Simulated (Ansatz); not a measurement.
**Mo-97 nuclear quadrupole resonance in Si2Mo under strain**

Cell: an entry of the Crystallography Open Database (COD), relaxed with PBE at fixed cell and then changed (z stretched by 3 %, ions relaxed).

```
CELL_PARAMETERS angstrom
-1.60000 1.60000 4.04842
1.60000 -1.60000 4.04842
1.60000 1.60000 -4.04842
ATOMIC_POSITIONS crystal
Si 0.33583 0.33583 0.00000
Si 0.66417 0.66417 0.00000
Mo 0.00000 0.00000 0.00000
```

Atom numbers follow the list; atoms alike are taken as one site, whose name carries the number of the first.

Method: Kohn–Sham DFT in Ansatz, PBE, plane waves and PAW, scalar-relativistic, 420 eV cutoff, Γ-centred 20×20×20 k-points, Fermi–Dirac smearing 0.05 eV.

Mo-97: I = 5/2, Q = 255.0 mb (year-2017 value). Static lattice, zero field.

(1) Predict the zero-field Mo-97 lines of each site.

(2) And for 95Mo (I = 5/2, Q = -22.00 mb) on Mo?

## Answers

(1) For I = 5/2 and η = 0 the lines are 3|C_Q|/20 and twice that; η pulls their ratio below 2.

| site | atoms | V_zz (10²¹ V/m²) | C_Q (MHz) | η | line frequencies (MHz) |
| --- | --- | --- | --- | --- | --- |
| Mo | 3 | -2.21 | -13.6 | 0.00 | 2.04, 4.09 |

(2) C_Q scales with Q to 1.18 MHz, with lines at 0.176, 0.353 MHz.

An axis of threefold or higher order runs through Mo, so V_zz lies along it and η is zero.

With no gap above 0.1 eV, as in a metal, the gradients converge slowly in k; expect changes of a tenth or more on a denser mesh. Without spin–orbit coupling (the program notes it for Mo) the gradients can shift somewhat, as the gap is small.

The relaxation (3 steps) took 50 s of wall time (50 s of CPU time) and 0.69 GiB at its peak, on 1 thread of Arm Neoverse V1 (aarch64; 8 cores open to the job, memory cap 3.0 GiB, no GPU), a shared host with a load of 0.5 a core.
